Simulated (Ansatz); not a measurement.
The relaxed structure here is a generated cell of Ni: the first start was made by placing the elements on the sites of a structure type, and the end was not matched to a known phase here, so it may be hypothetical. Known forms of Ni include space group No. 225.

A relaxed cell of Ni (Pm-3m (No. 221)), relaxed on a k-mesh at least as fine as the one used below. The numbers are results of PBE (plane waves to 420 eV, PAW, scalar-relativistic; Ansatz, a program for electronic structure), not measurements. Γ-centred k-mesh 7×14×14 on the run's cell (coarser than for final values), Fermi–Dirac smearing 0.05 eV.

```yaml
crystal:
  lattice:
    - [4.65967, 0.00000, 0.00000]
    - [0.00000, 2.32983, 0.00000]
    - [0.00000, 0.00000, 2.32983]
  atoms:
    - { symbol: Ni, position: [0.00000, 0.00000, 0.00000] }
    - { symbol: Ni, position: [0.50000, 0.00000, 0.00000] }
```
Spin-polarised start, with parallel moments on Ni.

The atoms are displaced by (Å):

| atom | ux | uy | uz |
|---|---|---|---|
| Ni1 | -0.014 | -0.001 | -0.109 |
| Ni2 | -0.043 | -0.100 | -0.074 |

Q: What forces (eV/Å) and pressure result?

A: 
```tsv
atom	Fx	Fy	Fz
Ni1	-0.20	0.12	-0.04
Ni2	0.20	-0.12	0.04
```

Pressure -0.3 GPa.

The undisplaced cell is probably no minimum: from this displacement the run went on to Fm-3m (No. 225), 0.71 eV/atom below it.

Spin state reached: ferromagnetic (net 0.57 μB/atom), from parallel starting moments; other spin orders were not run from this start.
